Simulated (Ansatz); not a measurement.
BaO:
```
BaO
1.0
    0.00000     2.78672     2.78672
    2.78672     0.00000     2.78672
    2.78672     2.78672     0.00000
Ba O
1 1
Direct
  0.00000   0.00000   0.00000
  0.50000   0.50000   0.50000
```

Relaxed with PBE.

Map the electron localisation function on the plane through (0.000, 0.000, 0.000) spanned by u = [1, 0, 0] and v = [0, 1, -1] in lattice vectors, from PBE (plane waves, PAW; program Ansatz).

x is the fraction of u, y of v (the angle between them is 90°; rows are the nearest grid lines); atoms in the plane: Ba at (0.00, 0.00), O at (0.50, 0.50).
```
|  :%@@%-.   .-%@@%:  |
|  -%@@#-     -#@@%-  |
|:-#@@@+:     :+@@@#-:|
|%%@@@#-...:...-#@@@%%|
|@@@@#=..:===:..=#@@@@|
|@@@#=..:+###+:..=#@@@|
|%#+-..:+%%@%%+:..-+#%|
|--:..:+%@@@@@%+:..:--|
|.  .:+%@@%%%@@%+:.  .|
|   .=#%@%*+*%@%#=.   |
|   :=#@@%+:+%@@#=:   |
|   .=#%@%*+*%@%#=.   |
|.  .:+%@@%%%@@%+:.  .|
|--:..:+%@@@@@%+:..:--|
|%#+-..:+%%@%%+:..-+#%|
|@@@#=..:+###+:..=#@@@|
|@@@@#=..:===:..=#@@@@|
|%%@@@#-...:...-#@@@%%|
|:-#@@@+:     :+@@@#-:|
|  -%@@#-     -#@@%-  |
|  :%@@%-.   .-%@@%:  |
```
Scale: ten equal steps from -0.004 (start of ' ') to 0.871 (end of '@'), in the order ' .:-=+*#%@'; x runs from 0.000 to 1.00, y from 0.000 (bottom) to 1.00 (top).

The density is the valence pseudo-density with augmentation charge, so density and ELF within about 1 Å of a nucleus are not all-electron values.

Space group Fm-3m (rock salt). Symmetry was held in the PBE relaxation; phonons on a q-mesh show no instability. Scalar-relativistic: spin–orbit coupling is off unless named, which matters more the heavier the elements.

Potentials: the later of the program's two PAW sets.
